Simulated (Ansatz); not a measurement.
Computed properties of In3SbAs2 (ordering on zincblende)

All numbers come from Ansatz. Values at 0 K without nuclear motion; spin polarisation is off, and the phase may be a hypothetical one.

Structure: an ordered 6-atom cell of In3SbAs2 on the zincblende lattice (Imm2), at its r2SCAN minimum. Space group Imm2 (No. 44), orthorhombic; conventional cell a = 4.427 Å, b = 13.281 Å, c = 6.252 Å, 30.64 Å³ an atom. As has 4 In at 2.65–2.67 Å; In has 3 As at 2.65–2.67 Å and 1 Sb at 2.83 Å; Sb has 4 In at 2.80–2.83 Å; In has 2 As at 2.65 Å and 2 Sb at 2.80 Å.

```yaml
crystal:
  lattice:
    - [-2.21374, 6.64060, 3.12598]
    - [2.21374, -6.64060, 3.12598]
    - [2.21374, 6.64060, -3.12598]
  atoms:
    - { symbol: As, position: [0.33245, 0.00072, 0.33173] }
    - { symbol: In, position: [0.56452, 0.73927, 0.82525] }
    - { symbol: As, position: [0.66899, 0.00072, 0.66827] }
    - { symbol: In, position: [0.91402, 0.73927, 0.17475] }
    - { symbol: Sb, position: [0.99795, 0.99795, 0.00000] }
    - { symbol: In, position: [0.27207, 0.77207, 0.50000] }
```

Relaxed lattice by functional, symmetry kept:
```
functional  k mesh  a (Å)   b (Å)  c (Å)  volume (Å³/atom)
       PBE   6×6×6  4.484  13.446  6.327             31.79
    r2SCAN   6×6×6  4.427  13.281  6.252             30.64
```

Band edges at fixed r2SCAN geometry:

| level | k mesh | gap (eV) | kind | edges | least direct gap (eV) | rough cost |
| --- | --- | --- | --- | --- | --- | --- |
| PBE | 8×8×8 | 0 | – | – | – | 120 core-seconds |
| r2SCAN | 8×8×8 | 0 | – | – | – | 2.7 core-minutes |
| HSE06 | 4×4×4 | 0.16 | direct | Γ | 0.16 | 14 core-minutes |

All runs use a smearing of 0.02 eV.
Wave cutoffs: 420 eV, 500 eV (r2SCAN).
Points off the special ones are mesh points or PBE's searched band edges, reused at the other levels.
Costs come from shared machines and give only the order; PBE's includes the band path. The runs had 4 threads of Arm Neoverse V2 (shared host).

HSE06 gives a direct gap of 0.16 eV at Γ.

The levels disagree on the kind of gap: direct with HSE06; zero gap with PBE, r2SCAN.

Spin-orbit coupling is left out, which matters wherever the heavy atoms make up the band edges.
